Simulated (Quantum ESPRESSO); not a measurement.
## CuIrPtRu5 in 6 site orders

These are calculations, not measurements. They come from Quantum ESPRESSO 7.5, a public plane-wave density functional program. Each row is one single-point run on a made-up periodic cell of eight metal atoms, with elements, volume, strain and displacements drawn at random and not relaxed, so a cell may be unstable or far from any real phase. There is no spin polarisation or spin-orbit coupling.

Settings: PBE unless stated; PseudoDojo standard norm-conserving files; Fermi-Dirac width 0.25 eV, which means electrons at about 2900 K; cutoff 1252 eV; 8 x 5 x 3 k mesh shifted half a step off Gamma. E is the free energy of the whole cell (internal energy minus TS), so a -TS column is already part of it. Stress is positive in tension, and the pressure P is minus a third of its trace.

Checks: one run of this series was repeated at a higher cutoff and on a denser mesh, which moved values by no more than 0.007 eV, 0.18 GPa and 0.009 eV/Å, and a second program with other atomic files agreed on it to 2 % rms in force and 0.5 GPa in pressure. Known limits: the copper pseudopotential is less sure than most, with forces differing by about three percent and pressure by about two GPa from a second method on plain copper; heavy elements are run without spin-orbit coupling, which real alloys of them have; a spin test at this wide smearing found no moment, but such smearing suppresses magnetism that the real alloy may have.

The lattice is hexagonal close-packed, and the cell vectors in Å are (-2.760, 0.000, 0.000); (0.000, 4.781, 0.000); (1.380, -2.390, -8.996), a volume of 118.72 Å³. The runs move one Ir atom among sites that otherwise hold Ru, on the same eight displaced sites. E is counted from run 1, and the rms force is over all 24 components. Nothing is relaxed, so E mixes bonding between neighbours with strain on unrelaxed sites, and it is not an ordering energy.

| run | elements on sites 1 to 8 | E (eV) | -TS (eV) | rms force (eV/Å) | largest force (eV/Å) | P (GPa) |
|---|---|---|---|---|---|---|
| 1 | Pt Ir Ru Ru Ru Cu Ru Ru | 0.000 | -1.938 | 0.608 | 1.42 | -11.38 |
| 2 | Pt Ru Ir Ru Ru Cu Ru Ru | 0.007 | -1.979 | 0.530 | 1.27 | -11.35 |
| 3 | Pt Ru Ru Ir Ru Cu Ru Ru | 0.185 | -2.009 | 0.616 | 1.73 | ? |
| 4 | Pt Ru Ru Ru Ir Cu Ru Ru | 0.205 | -1.978 | 0.668 | 1.73 | -10.55 |
| 5 | Pt Ru Ru Ru Ru Cu Ir Ru | -0.038 | -1.970 | 0.546 | 1.32 | -11.43 |
| 6 | Pt Ru Ru Ru Ru Cu Ru Ir | 0.129 | -2.003 | 0.606 | 1.50 | -10.79 |

## Worked fit

A straight line through the runs shown gives P = -11.34 + 3.91 E GPa with E in eV, an error of 0.26 on the slope and a scatter of 0.05 GPa. At this fixed volume the orders of higher energy tend to have the higher pressure.

## Withheld value

Question: what pressure should run 3 give?

The fit gives -10.62 ± 0.07 GPa. The calculation gave -10.70 GPa.
